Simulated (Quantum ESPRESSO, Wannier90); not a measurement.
## Wannier functions of MoP (P-6m2)

Structure: Materials Project mp-219, symmetrised, not relaxed again. COD (Crystallography Open Database) has an entry of this formula and space group (matched by these alone). Computed values, not measurements, from PBEsol: Quantum ESPRESSO (norm-conserving PseudoDojo potentials, cutoff 64 Ry, no spin polarisation, no spin-orbit coupling) on a Γ-centred 12×12×10 mesh, then Wannier90. Density: 12×12×10 mesh, cold smearing 0.01 Ry.

On the energy scale of pw.x, whose zero is arbitrary, the Fermi level lies at 17.18 eV.

Input w.win:

```
num_bands = 3
num_wann = 3
exclude_bands = 1,5-26
num_iter = 1000
conv_tol = 1.0e-6
conv_window = 4
write_hr = true
write_u_matrices = true
auto_projections = true
begin unit_cell_cart
ang
    3.2347598549    0.0000000000    0.0000000000
   -1.6173799274    2.8013842095    0.0000000000
    0.0000000000    0.0000000000    3.1822800000
end unit_cell_cart
begin atoms_frac
Mo   0.0000000000  0.0000000000  0.0000000000
P    0.3333333333 -0.3333333333  0.5000000000
end atoms_frac
mp_grid = 12 12 10
begin kpoints
0.0000000000 0.0000000000 0.0000000000
0.0000000000 0.0000000000 0.1000000000
0.0000000000 0.0000000000 0.2000000000
... (1437 more lines: the 12x12x10 mesh through Gamma)
end kpoints
```

Input of pw2wannier90.x that gives the overlap and projection files (equivalent; here they were cut from one run over all bands):

```
&inputpp
  outdir = './out'
  prefix = 'pwscf'
  seedname = 'w'
  write_amn = .true.
  write_mmn = .true.
  atom_proj = .true.
  atom_proj_exclude = 1 5 6 7 8 9 10 11 12 13 14
/
```

Output w.wout (banner and timings cut):

```
                                    ------
                                    SYSTEM
                                    ------

                              Lattice Vectors (Ang)
                    a_1     3.234760   0.000000   0.000000
                    a_2    -1.617380   2.801384   0.000000
                    a_3     0.000000   0.000000   3.182280

                   Unit Cell Volume:      28.83720  (Ang^3)

                        Reciprocal-Space Vectors (Ang^-1)
                    b_1     1.942396   1.121443  -0.000000
                    b_2     0.000000   2.242886   0.000000
                    b_3     0.000000  -0.000000   1.974429

 *----------------------------------------------------------------------------*
 |   Site       Fractional Coordinate          Cartesian Coordinate (Ang)     |
 +----------------------------------------------------------------------------+
 | mo   1   0.00000   0.00000   0.00000   |    0.00000   0.00000   0.00000    |
 | p    1   0.33333  -0.33333   0.50000   |    1.61738  -0.93379   1.59114    |
 *----------------------------------------------------------------------------*
                                ------------
                                K-POINT GRID
                                ------------

             Grid size = 12 x 12 x 10      Total points = 1440

 *---------------------------------- MAIN ------------------------------------*
 |  Number of Wannier Functions               :                 3             |
 |  Number of Objective Wannier Functions     :                 3             |
 |  Number of input Bloch states              :                 3             |
 |  Output verbosity (1=low, 5=high)          :                 1             |
 |  Timing Level (1=low, 5=high)              :                 1             |
 |  Optimisation (0=memory, 3=speed)          :                 3             |
 |  Length Unit                               :               Ang             |
 |  Post-processing setup (write *.nnkp)      :                 F             |
 |  Using Gamma-only branch of algorithms     :                 F             |
 *----------------------------------------------------------------------------*
 *------------------------------- WANNIERISE ---------------------------------*
 |  Total number of iterations                :              1000             |
 |  Number of CG steps before reset           :                 5             |
 |  Trial step length for line search         :             2.000             |
 |  Convergence tolerence                     :         0.100E-05             |
 |  Convergence window                        :                 4             |
 |  Iterations between writing output         :                 1             |
 |  Iterations between backing up to disk     :               100             |
 |  Write r^2_nm to file                      :                 F             |
 |  Write xyz WF centres to file              :                 F             |
 |  Write on-site energies <0n|H|0n> to file  :                 F             |
 |  Use guiding centre to control phases      :                 F             |
 |  Use phases for initial projections        :                 F             |
 *----------------------------------------------------------------------------*
 *-------------------------------- PLOTTING ----------------------------------*
 |  Plotting Hamiltonian in WF basis          :                 T             |
 *----------------------------------------------------------------------------*

       ... (k-mesh section left out)

 Starting a new Wannier90 calculation ...

 Reading overlaps from w.mmn

 Reading projections from w.amn

 *------------------------------- WANNIERISE ---------------------------------*
 +--------------------------------------------------------------------+<-- CONV
 | Iter  Delta Spread     RMS Gradient      Spread (Ang^2)            |<-- CONV
 +--------------------------------------------------------------------+<-- CONV

 ------------------------------------------------------------------------------
 Initial State
  WF centre and spread    1  (  0.000000, -0.000000,  0.000000 )     0.50962389
  WF centre and spread    2  (  0.000000, -0.003915, -0.000000 )     0.50573325
  WF centre and spread    3  (  0.000000,  0.003922, -0.000000 )     0.50573325
  Sum of centres and spreads (  0.000000,  0.000007, -0.000000 )     1.52109038

      0     0.152E+01     0.0000000000        1.5210903805  <-- CONV
        O_D=      0.0000011 O_OD=      0.0002213 O_TOT=      1.5210904 <-- SPRD
 ------------------------------------------------------------------------------
      1    -0.355E-11     0.0000242468        1.5210903805  <-- CONV
        O_D=      0.0000011 O_OD=      0.0002213 O_TOT=      1.5210904 <-- SPRD
      2    -0.186E-07     0.0000242445        1.5210903620  <-- CONV
        O_D=      0.0000011 O_OD=      0.0002213 O_TOT=      1.5210904 <-- SPRD
      3    -0.475E-09     0.0000111666        1.5210903615  <-- CONV
        O_D=      0.0000011 O_OD=      0.0002213 O_TOT=      1.5210904 <-- SPRD
      4    -0.560E-12     0.0000081817        1.5210903615  <-- CONV
        O_D=      0.0000011 O_OD=      0.0002213 O_TOT=      1.5210904 <-- SPRD
             <<<     Delta < 1.000E-06  over  4 iterations     >>>
             <<< Wannierisation convergence criteria satisfied >>>
 Final State
  WF centre and spread    1  (  0.000000, -0.000000,  0.000000 )     0.50962389
  WF centre and spread    2  (  0.000000, -0.003915, -0.000000 )     0.50573322
  WF centre and spread    3  (  0.000000,  0.003922, -0.000000 )     0.50573326
  Sum of centres and spreads (  0.000000,  0.000007, -0.000000 )     1.52109036

         Spreads (Ang^2)       Omega I      =     1.520868021
        ================       Omega D      =     0.000001060
                               Omega OD     =     0.000221280
    Final Spread (Ang^2)       Omega Total  =     1.521090362
```
